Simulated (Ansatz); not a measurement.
BN (zinc blende, F-43m), plane-wave PAW PBE (Ansatz code), all energies at zero smearing, with the estimated change up to a 700 eV cutoff added, with one set of potentials and settings (totals compare only within such a set). Cell of 2 atoms (1 N, 1 B): -542.283 eV.

| element | reference phase | E (eV/atom) |
|---|---|---|
| N | Pa-3, 8 atoms in the cell | -384.0325 |
| B | R-3m, 12 atoms in the cell | -155.9161 |

Formation energy per atom, worked out: (-542.283 − 1×(-384.0325) − 1×(-155.9161))/2 = -1.167 eV/atom (-113 kJ per mol of atoms), at 0 K, without zero-point energy or fitted corrections.

Symmetry was held in the PBE relaxation. The references are the lowest solids computed at this level, not always the standard phases (solids in place of the gases).

Potentials: the later of the program's two PAW sets.
